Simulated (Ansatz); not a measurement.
# C as a strained film

Computed with DFT r2SCAN, scalar-relativistic, plane waves, PAW (Ansatz 0.2.0). (500 eV cutoff, 18×18×2 k-mesh, Gaussian smearing of 0.10 eV, no spin polarisation)

Starting point, cell and atoms relaxed:

```
CELL_PARAMETERS angstrom
2.45587 0.00000 0.00000
-1.22793 2.12684 0.00000
0.00000 0.00000 29.67016
ATOMIC_POSITIONS crystal
C 0.66667 0.33333 0.63121
C 0.66667 0.33333 0.13121
C 0.66667 0.33333 0.36879
C 0.66667 0.33333 0.86879
C 0.00000 0.00000 0.25000
C 0.33333 0.66667 0.86879
C 0.00000 0.00000 0.75000
C 0.66667 0.33333 0.25000
C 0.33333 0.66667 0.36879
C 0.33333 0.66667 0.75000
C 0.33333 0.66667 0.13121
C 0.33333 0.66667 0.63121
```

The a-b plane is strained alike in both directions, as on a substrate, while c and the atoms relax within the symmetry that the strain leaves. Stress is positive in compression; energies are free energies at the smearing used, per atom. Filled and empty bands just touch here, as in a zero-gap semiconductor; spin-orbit coupling, left out, could open a gap.

| strain (%) | c (Å) | σ in plane (GPa) | ΔE (meV/atom) |
| --- | --- | --- | --- |
| -2.0 | 29.9420 | 19.06 | 29.63 |
| -1.0 | 29.7801 | 9.13 | 7.22 |
| +0.0 | 29.6702 | 0.00 | 0.00 |
| +1.0 | 29.5522 | -8.35 | 6.85 |
| +2.0 | 29.3914 | -16.01 | 26.74 |

Question: Get the biaxial modulus twice, from the stresses and from the energies of the innermost pair.

Answer: From stress: M = −Δσ/Δε = (9.13 − (-8.35)) / 0.020 = 874 GPa. Two in-plane directions each store σε/2, so the energy density is Mε²: M = (mean ΔE)/(V ε²) = 7.04 meV / (12.915 Å³ × 0.010²) × 0.16022 GPa Å³/meV = 873 GPa. The two agree.

Question: How well does Mε², with M from the stresses, predict the outermost points?

Answer: 28.2 meV predicted against 29.6 computed at -2.0 %; 28.2 meV predicted against 26.7 computed at +2.0 %. Compression costs more than stretching, the usual sign of bonds that stiffen as they shorten.

Question: How does c respond, and up to what thickness can a film with 1 % or 2 % misfit stay coherent on a thick substrate?

Answer: c answers with ε_c = −0.38 ε. In an isotropic solid that ratio is 2ν/(1 − ν), so ν = r/(2 + r) = 0.16. A film of thickness h stores Mε²h per area, 87.4 mJ/m² per nm at 1 %. The Matthews–Blakeslee balance for pure edge misfit dislocations, h = b/(8πf(1 + ν)) × (ln(h/b) + 1), with b taken as the in-plane vector a = 2.46 Å, solved by iteration, gives 2.9 nm at f = 1 % and 1.0 nm at 2 %. This is an isotropic estimate in which the moduli cancel; the real Burgers vector, glide system, anisotropy and slow kinetics can shift it by a factor of a few, mostly upward.

Cost: 5 runs of about 16 core-minutes in all, on Intel Xeon Platinum 8488C (Sapphire Rapids) (shared hosts).